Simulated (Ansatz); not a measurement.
LaScO$_{3}$:
```
LaScO3
1.0
    5.76419     0.00000     0.00000
    0.00000     8.03898     0.00000
    0.00000     0.00000     5.63914
La O Sc
4 12 4
Direct
  0.95417   0.25000   0.01176
  0.04583   0.75000   0.98824
  0.54583   0.75000   0.51176
  0.45417   0.25000   0.48824
  0.29603   0.94660   0.70419
  0.70397   0.44660   0.29581
  0.20397   0.05340   0.20419
  0.79603   0.55340   0.79581
  0.70397   0.05340   0.29581
  0.29603   0.55340   0.70419
  0.79603   0.94660   0.79581
  0.20397   0.44660   0.20419
  0.53370   0.25000   0.89995
  0.46630   0.75000   0.10005
  0.96630   0.75000   0.39995
  0.03370   0.25000   0.60005
  0.50000   0.00000   0.00000
  0.50000   0.50000   0.00000
  0.00000   0.00000   0.50000
  0.00000   0.50000   0.50000
```

Relaxed with PBEsol.

### Question
Give the optical modes at the zone centre with their infrared activity from DFPT, the program Ansatz at the PBEsol level (PAW).

### Answer
Transverse frequencies, without the LO–TO term; a row sums one degenerate level.

```csv
ω (cm⁻¹),degeneracy,IR ((D/Å)²/amu),activity
90,1,0.00,IR-inactive
103,1,0.00,IR-inactive
104,1,1.61,IR
107,1,1.17,IR
112,1,0.00,IR-inactive
116,1,0.00,IR-inactive
121,1,0.00,IR-inactive
135,1,36.41,IR
143,1,0.00,IR-inactive
145,1,0.00,IR-inactive
156,1,45.50,IR
160,1,0.00,IR-inactive
169,1,0.00,IR-inactive
171,1,45.14,IR
184,1,2.63,IR
198,1,0.00,IR-inactive
217,1,0.00,IR-inactive
221,1,1.49,IR
223,1,0.00,IR-inactive
241,1,0.00,IR-inactive
251,1,4.83,IR
268,1,36.39,IR
269,1,24.64,IR
275,1,0.00,IR-inactive
278,1,0.00,IR-inactive
284,1,39.66,IR
304,1,0.00,IR-inactive
308,1,53.56,IR
314,1,15.65,IR
317,1,51.79,IR
319,1,42.17,IR
319,1,0.00,IR-inactive
338,1,0.00,IR-inactive
348,1,0.00,IR-inactive
350,1,42.20,IR
350,1,0.00,IR-inactive
354,1,10.98,IR
380,1,2.56,IR
395,1,0.00,IR-inactive
398,1,0.00,IR-inactive
403,1,0.00,IR-inactive
407,1,4.86,IR
435,1,0.08,IR
442,1,0.00,IR-inactive
453,1,0.47,IR
464,1,32.20,IR
468,1,0.00,IR-inactive
470,1,26.40,IR
471,1,0.00,IR-inactive
474,1,0.00,IR-inactive
478,1,0.00,IR-inactive
484,1,0.00,IR-inactive
493,1,17.20,IR
517,1,1.29,IR
603,1,0.00,IR-inactive
642,1,0.00,IR-inactive
660,1,0.00,IR-inactive
```

### Question
How high does the top mode go among those that the LO–TO term moves?

### Answer
638 cm⁻¹ for q along x, 627 cm⁻¹ for q along y, 641 cm⁻¹ for q along z.

Space group Pnma. Symmetry was held in the PBEsol relaxation. No spin polarisation was allowed. Spin–orbit coupling is left out wherever it is not named.

Potentials: the later of the program's two PAW sets.
